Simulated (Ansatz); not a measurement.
SiC (4H type, space group P6_3mc)

```yaml
crystal:
  lattice:
    - [3.09412, 0.00000, 0.00000]
    - [-1.54706, 2.67959, 0.00000]
    - [0.00000, 0.00000, 10.12935]
  atoms:
    - { symbol: Si, position: [0.00000, 0.00000, 0.00031] }
    - { symbol: Si, position: [0.00000, 0.00000, 0.50031] }
    - { symbol: Si, position: [0.66667, 0.33333, 0.75025] }
    - { symbol: Si, position: [0.33333, 0.66667, 0.25025] }
    - { symbol: C, position: [0.00000, 0.00000, 0.81286] }
    - { symbol: C, position: [0.00000, 0.00000, 0.31286] }
    - { symbol: C, position: [0.66667, 0.33333, 0.56221] }
    - { symbol: C, position: [0.33333, 0.66667, 0.06221] }
```

The slice is a (1 -1 0 0) plane (indices of the conventional cell) through the point (0.000, 0.000, 0.813) (fractional), spanned by u = [110] and v = [001] in vectors of this cell: u (3.09 Å) and v (10.13 Å, at 90° to u). It covers one period; positions are fractions (u, v).

Calculation: PBE (plane waves to 420 eV, PAW, scalar-relativistic; Ansatz, a first-principles code). k mesh 12×12×4. Near the nuclei the fields are pseudised (PAW); where an atom keeps semicore shells as valence, they peak there. SiC was relaxed with its symmetry unable to fall.

Task: Around which element is the density of the highest valence band (whole band, smooth part) largest on this plane?

Result: C. Mean over a disc round each atom, of radius 0.45 times the shortest bond: C 0.085, Si 0.014 e/Å³.

Task: Sketch the density of the highest valence band (whole band, smooth part) on this plane as a map.

Result: 
```
|75210125|
|11000001|
|00000000|
|00001000|
|00111110|
|00111110|
|00000000|
|53000003|
|96100016|
|05310135|
|75210125|
|11000001|
|00000000|
|00001000|
|00111110|
|00111110|
|00000000|
|53000003|
|96100016|
|05310135|
```
Scale: ten equal steps from 0.001 (start of '0') to 0.161 (end of '9'), in the order '0123456789'. Values: density of the highest valence band (whole band, smooth part) in e/Å³. The map has 8 points along u (one character each, u = 0 at the left) and 20 along v (v = 0 in the bottom row).
